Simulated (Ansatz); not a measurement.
Clean, relaxed (111) slab of TiC (Fm-3m (No. 225)), 9 planes, outer planes C (top) and C (bottom):

```
CELL_PARAMETERS angstrom
3.06036 0.00000 0.00000
-1.53018 2.65035 0.00000
0.00000 0.00000 26.99509
ATOMIC_POSITIONS crystal
C 0.33333 0.66667 0.31487
Ti 0.66667 0.33333 0.36115
C 0.00000 0.00000 0.40744
Ti 0.33333 0.66667 0.45372
C 0.66667 0.33333 0.49986
Ti 0.00000 0.00000 0.54613
C 0.33333 0.66667 0.59211
Ti 0.66667 0.33333 0.63896
C 0.00000 0.00000 0.67911
```

These are results of DFT r2SCAN, scalar-relativistic, plane waves, PAW in Ansatz 0.2.0, not measurements. Settings: cutoff 500 eV, Γ-centred mesh 12×12×1 on the computed 9-atom cell, Gaussian smearing of 0.10 eV; no spin polarisation. A dipole correction removes the field between periodic images along c.

Each adsorbate, one a 1×1 cell of 8.1 Å², is relaxed from two or three sites of the top face, and its lowest end is kept. E_ads counts from the clean slab and the free, spin-polarised adsorbate; heights from the highest slab atom; Δp along +c.

```json
{"adsorbate": "CH", "lowest E_ads (eV)": "-7.80", "bonded neighbours": "1", "height (Å)": "1.23", "Δp (e·Å)": "+0.239"}
{"adsorbate": "N", "lowest E_ads (eV)": "-7.35", "bonded neighbours": "1", "height (Å)": "1.17", "Δp (e·Å)": "-0.045"}
{"adsorbate": "OH", "lowest E_ads (eV)": "-4.71", "bonded neighbours": "1", "height (Å)": "1.32", "Δp (e·Å)": "+0.144"}
```

Question: What do you expect for O?

Answer: E_ads = -7.70 eV, 1 bonded neighbour, height 1.16 Å, Δp = +0.019 e·Å. That is number 2 of the 4.

Spin polarisation was left out, and a magnetic state may lie lower.